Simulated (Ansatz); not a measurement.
Relaxed candidate structures of CdAu:

**A**
```cif
data_Au3Cd3
_chemical_formula_sum 'Au3 Cd3'
_space_group_name_H-M_alt 'P 1'
_space_group_IT_number 1
_cell_length_a 7.84526
_cell_length_b 7.84526
_cell_length_c 7.84526
_cell_angle_alpha 33.260
_cell_angle_beta 33.260
_cell_angle_gamma 33.260
loop_
_space_group_symop_operation_xyz
  'x, y, z'
loop_
_atom_site_label
_atom_site_type_symbol
_atom_site_fract_x
_atom_site_fract_y
_atom_site_fract_z
_atom_site_occupancy
Au1 Au 0.97469 0.97469 0.97469 1
Au2 Au 0.23314 0.23314 0.23314 1
Au3 Au 0.72567 0.72567 0.72567 1
Cd1 Cd 0.10968 0.10968 0.10968 1
Cd2 Cd 0.35558 0.35558 0.35558 1
Cd3 Cd 0.85124 0.85124 0.85124 1
```

**B**
```xyz
4
Lattice="4.7706 0.0000 0.0000 0.0000 3.0773 0.0000 0.0000 0.0000 4.9565" Properties=species:S:1:pos:R:3 pbc="T T T"
Cd     3.5779     0.0000     3.9914
Au     3.5779     1.5387     1.5370
Au     1.1926     1.5387     3.4195
Cd     1.1926     0.0000     0.9651
```

**C**
```
CELL_PARAMETERS angstrom
      3.03170     0.00000     0.00000
     -1.51585     2.62553     0.00000
      0.00000     0.00000     4.59365
ATOMIC_POSITIONS crystal
  Cd 0.00000 0.00000 0.00000
  Au 0.33333 0.66667 0.50000
```

**D**
```cif
data_Au4Cd4
_chemical_formula_sum 'Au4 Cd4'
_space_group_name_H-M_alt 'P 1'
_space_group_IT_number 1
_cell_length_a 4.80089
_cell_length_b 4.67661
_cell_length_c 8.50363
_cell_angle_alpha 90.000
_cell_angle_beta 90.086
_cell_angle_gamma 90.000
loop_
_space_group_symop_operation_xyz
  'x, y, z'
loop_
_atom_site_label
_atom_site_type_symbol
_atom_site_fract_x
_atom_site_fract_y
_atom_site_fract_z
_atom_site_occupancy
Au1 Au 0.10938 0.50000 0.20951 1
Au2 Au 0.11096 0.50000 0.87547 1
Au3 Au 0.61825 0.50000 0.04114 1
Au4 Au 0.11454 0.50000 0.53052 1
Cd1 Cd 0.61233 0.50000 0.36837 1
Cd2 Cd 0.60870 0.50000 0.70813 1
Cd3 Cd 0.27521 0.00000 0.05164 1
Cd4 Cd 0.06155 0.00000 0.69414 1
```

**E**
```
CELL_PARAMETERS angstrom
      4.51161     0.00000     0.00000
     -2.25580     3.90717     0.00000
      0.00000     0.00000    11.33068
ATOMIC_POSITIONS crystal
  Au 0.33333 0.66667 0.47154
  Au 0.66667 0.33333 0.97154
  Au 0.66667 0.33333 0.52846
  Au 0.33333 0.66667 0.02846
  Cd 0.00000 0.00000 0.87022
  Cd 0.00000 0.00000 0.37022
  Cd 0.00000 0.00000 0.12978
  Cd 0.00000 0.00000 0.62978
```

Q: Order them by energy per atom (lowest first) at the level PBEsol (plane waves to 420 eV, PAW, scalar-relativistic; Ansatz, a quantum-chemistry and plane-wave program).

A: B (reference, the lowest of the structures calculated here), C (+0.07 eV/atom), A (+0.17 eV/atom), D (+0.19 eV/atom), E (+0.31 eV/atom)

Each run could gain symmetry but not lose that of its start, so entries can be saddle points. From databases, or of a type measured for this composition: Pmma, oP4, AFLOW prototype AB_oP4_51_e_f (B19, as in CdAu); P-6m2, hP2; the others are generated cells (placed on structure types, drawn at random, substituted or restacked) that were not matched to a known phase here. The real structure of this composition may not be among these. Static energies at zero pressure. Each cell has its own k-point mesh; energy differences are given only to the digits this allows. No spin polarisation in the result.
